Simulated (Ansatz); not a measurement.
Consider the following.

BN:
```
BN
1.0
    0.00000     1.80255     1.80255
    1.80255     0.00000     1.80255
    1.80255     1.80255     0.00000
B N
1 1
Direct
  0.00000   0.00000   0.00000
  0.25000   0.25000   0.25000
```

This is the PBEsol-relaxed structure.

**Question.** All from PBEsol in the plane-wave PAW code Ansatz, unless another level is named. Estimate the largest static χ(2) component.

**Answer.** 5.5 pm/V.

**Question.** Give the Born charges (a third of the trace).

**Answer.** B +1.90, N -1.90 e.

**Question.** Next, the electronic dielectric constant ε∞ (DFPT)?

**Answer.** 4.63.

Space group F-43m (zinc blende). The PBEsol relaxation kept the symmetry of its start.

Potentials: the earlier of the program's two PAW sets. The files were generated under PBE; for other functionals the program regenerates the frozen cores, and for LDA and PBEsol the local potential too.
